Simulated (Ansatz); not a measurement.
Rough cost of magnetic runs on GdCu (Pm-3m) in Ansatz 0.2.0, 2 threads of Intel(R) Xeon(R) Platinum 8259CL CPU @ 2.50GHz (Skylake/Cascade Lake), on a shared host.

```
CELL_PARAMETERS angstrom
3.50200 0.00000 0.00000
0.00000 3.50200 0.00000
0.00000 0.00000 3.50200
ATOMIC_POSITIONS crystal
Gd 0.50000 0.50000 0.50000
Cu 0.00000 0.00000 0.00000
```

```json
{"run": "AE-PAW: exchange couplings and spin waves by the force theorem", "functional, mesh": "LDA, 12×12×12", "k points solved": "84", "bands": "24", "iterations": "9", "wall time (s)": "140", "peak memory (GiB)": "1"}
{"run": "PAW: spiral at 1 of the way from Γ to M", "functional, mesh": "LDA, 12×12×12", "k points solved": "301", "bands": "46", "iterations": "20", "wall time (s)": "230", "peak memory (GiB)": "1.3"}
{"run": "LAPW: spiral at 0.5 of the way from Γ to M", "functional, mesh": "LDA, 12×12×12", "k points solved": "294", "bands": "66", "iterations": "17", "wall time (s)": "680", "peak memory (GiB)": "2.5"}
{"run": "PAW: spiral at 0.167 of the way from Γ to M", "functional, mesh": "LDA, 12×12×12", "k points solved": "294", "bands": "46", "iterations": "21", "wall time (s)": "180", "peak memory (GiB)": "1.2"}
{"run": "PAW: spiral at 0.833 of the way from Γ to M", "functional, mesh": "LDA, 12×12×12", "k points solved": "294", "bands": "46", "iterations": "21", "wall time (s)": "220", "peak memory (GiB)": "1.2"}
{"run": "PAW: free moments from the typed start", "functional, mesh": "LDA, 12×12×12", "k points solved": "84", "bands": "27", "iterations": "15", "wall time (s)": "12", "peak memory (GiB)": "0.53"}
{"run": "PAW: spiral at q = 0", "functional, mesh": "LDA, 12×12×12", "k points solved": "84", "bands": "46", "iterations": "19", "wall time (s)": "47", "peak memory (GiB)": "0.63"}
{"run": "PAW: spiral at 0.667 of the way from Γ to M", "functional, mesh": "LDA, 12×12×12", "k points solved": "301", "bands": "46", "iterations": "22", "wall time (s)": "230", "peak memory (GiB)": "1.3"}
{"run": "LAPW: spiral at 1 of the way from Γ to M", "functional, mesh": "LDA, 12×12×12", "k points solved": "301", "bands": "66", "iterations": "17", "wall time (s)": "840", "peak memory (GiB)": "2.6"}
```

Runs with the default search for lower states can spend part of their time in further cycles.
